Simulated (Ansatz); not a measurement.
ZrSiO in space group P4/nmm (No. 129; Zr on 2c, Si on 2a, O on 2c) at seven volumes, PBE in the plane-wave PAW code Ansatz, shape and atoms relaxed at each. One row is withheld.

```tsv
V (Å³/atom)	P (GPa)
12.187	19.94
12.588	12.19
12.990	?
13.392	0.00
13.794	-4.73
14.195	-8.72
14.597	-12.05
```

Problem. Fit the shown pressures and predict the withheld one.

Solution. Third-order Birch–Murnaghan: P = (3/2)B₀(x^(7/2) − x^(5/2))[1 + (3/4)(B′ − 4)(x − 1)] with x = (V₀/V)^(2/3). Least squares on the six rows gives V₀ = 13.392 Å³/atom, B₀ = 170.5 GPa, B′ = 4.57. At V = 12.990, x = 1.0205 and P = 5.57 GPa. The run itself gave 5.60 GPa.

The workflow started from a Materials Project entry (that database holds measured and hypothetical structures alike); the Crystallography Open Database copy checked does not list it. Its standing as an ambient phase is unchecked. The PBE relaxation kept the symmetry of its start; its stability against distortions is not shown here. The run is not spin-polarised.

Potentials: the later of the program's two PAW sets.
